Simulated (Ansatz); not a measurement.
Values for one crystal, relaxed and computed with r²SCAN in the plane-wave PAW code Ansatz; other levels are named.

```yaml
volume_per_atom: 19.57 Å³
band_gap: 2.74 eV (direct)
Formation energy from the elements (no fitted shifts): -95 kJ/mol-atom
valence_band_maximum: at Γ
Hole effective mass, band 2 of 2 at the edge: 0.19 along x, 1.5 along z (mₑ)
electron_effective_mass: 0.19, 0.20, 0.20 mₑ (principal values)
Bulk modulus (Birch–Murnaghan fit): 78.4 GPa
```

Q: Which compound is it?
(A) SnTe, rock salt
(B) LiH, rock salt
(C) LaH3, Fm-3m (La on 4a, H on 4b, H on 8c)
(D) ZnS, 4H polytype

A: D, ZnS, 4H polytype

Space group P6_3mc (4H polytype). The cell was relaxed with r²SCAN under the symmetry of its start. The references are the lowest solids computed at this level, not always the standard phases.

Potentials: the later of the program's two PAW sets.
